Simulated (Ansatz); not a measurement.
BN (zinc blende): frozen-phonon scan

BN (zinc blende)

```xyz
4
Lattice="0.0000 3.6247 3.6247 1.8124 0.0000 1.8124 1.8124 1.8124 0.0000" Properties=species:S:1:pos:R:3 pbc="T T T"
N      2.7185     2.7185     2.7185
N      2.7185     4.5309     4.5309
B      0.0000     0.0000     0.0000
B      1.8124     3.6247     1.8124
```

The atoms are displaced by Q × the pattern below (from a DFPT mode at L = (0.5, 0.0, 0.0), largest move 1; Q in Å), at fixed cell. (q is in reciprocal vectors of the primitive cell; the cell shown is doubled to hold the pattern.)

```
atom       x       y       z
----  ------  ------  ------
N1    -0.577   0.577   0.577
N2     0.577  -0.577  -0.577
B3     0.332  -0.332  -0.332
B4    -0.332   0.332   0.332
```

Method: PBE (plane waves to 420 eV, PAW, scalar-relativistic; Ansatz, a first-principles code). k mesh 8×16×16 (Γ-centred), Fermi-Dirac smearing 0.05 eV. Energies are smeared free energies. Stress and pressure are positive under compression. Left out: 2 of 13 points, with atoms too close for the PAW data. BN was relaxed with its symmetry unable to fall. The zero of ΔE is the undisplaced structure.

```json
[
 {"Q (Å)": "-0.233", "ΔE (meV/cell)": "4017", "−dE/dQ from forces (eV/Å)": "42.178", "P (GPa)": "52.3"},
 {"Q (Å)": "-0.187", "ΔE (meV/cell)": "2371", "−dE/dQ from forces (eV/Å)": "29.082", "P (GPa)": "31.9"},
 {"Q (Å)": "-0.140", "ΔE (meV/cell)": "1251", "−dE/dQ from forces (eV/Å)": "19.344", "P (GPa)": "17.3"},
 {"Q (Å)": "-0.093", "ΔE (meV/cell)": "531", "−dE/dQ from forces (eV/Å)": "11.802", "P (GPa)": "7.5"},
 {"Q (Å)": "-0.047", "ΔE (meV/cell)": "129", "−dE/dQ from forces (eV/Å)": "5.589", "P (GPa)": "1.8"},
 {"Q (Å)": "0.000", "ΔE (meV/cell)": "0", "−dE/dQ from forces (eV/Å)": "0.000", "P (GPa)": "0.0"},
 {"Q (Å)": "0.047", "ΔE (meV/cell)": "129", "−dE/dQ from forces (eV/Å)": "-5.589", "P (GPa)": "1.8"},
 {"Q (Å)": "0.093", "ΔE (meV/cell)": "531", "−dE/dQ from forces (eV/Å)": "-11.802", "P (GPa)": "7.5"},
 {"Q (Å)": "0.140", "ΔE (meV/cell)": "1251", "−dE/dQ from forces (eV/Å)": "-19.344", "P (GPa)": "17.3"},
 {"Q (Å)": "0.187", "ΔE (meV/cell)": "2371", "−dE/dQ from forces (eV/Å)": "-29.082", "P (GPa)": "31.9"},
 {"Q (Å)": "0.233", "ΔE (meV/cell)": "4017", "−dE/dQ from forces (eV/Å)": "-42.178", "P (GPa)": "52.3"}
]
```

What the scan shows:

- Energy at Q = 0.233 Å: 4017 meV/cell
- Space group of the distorted cell: R3m (No. 160), lowered from F-43m
- Symmetry of the curve: even: the same for both signs
- Shape of the curve: a single well with its minimum at or next to zero displacement
- Harmonic wavenumber from the curvature (finite differences): 954 cm⁻¹
- Wavenumber by perturbation theory (DFPT, on another k mesh): 954 cm⁻¹

The 13 points together took about 80 core-seconds (a rough figure).

(For displaced atoms, the force is minus the slope of the energy, and its curvature is a force constant, which sets phonon frequencies.)
